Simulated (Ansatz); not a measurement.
BN:
```cif
data_B2N2
_chemical_formula_sum 'B2 N2'
_space_group_name_H-M_alt 'P63mc'
_space_group_IT_number 186
_space_group_name_Hall 'P 6c -2c'
_cell_length_a 2.54102
_cell_length_b 2.54102
_cell_length_c 4.20330
_cell_angle_alpha 90.000
_cell_angle_beta 90.000
_cell_angle_gamma 120.000
loop_
_atom_site_label
_atom_site_type_symbol
_atom_site_symmetry_multiplicity
_atom_site_Wyckoff_symbol
_atom_site_fract_x
_atom_site_fract_y
_atom_site_fract_z
_atom_site_occupancy
B1 B 2 b 0.33333 0.66667 0.49973 1
N1 N 2 b 0.33333 0.66667 0.12527 1
```

Relaxed with PBEsol.

Question: Decompose the optical modes at the zone centre into irreducible representations, and say which are infrared and Raman allowed.

Answer: Point group 6mm: Γ_opt = A1 + 2B1 + E1 + 2E2. Infrared: A1, E1. Raman: A1, E1, E2.

Question: Assign frequencies (DFPT, PBEsol in the plane-wave PAW code Ansatz; without the LO–TO term).

Answer: E2 469, E2 963, B1 967, A1 1027, E1 1060, B1 1117 cm⁻¹.

Subscripts of B labels follow the axes of the standard setting.

Space group P6_3mc (wurtzite). The PBEsol relaxation kept the symmetry of its start; phonons on a q-mesh show no instability.

Potentials: the later of the program's two PAW sets.
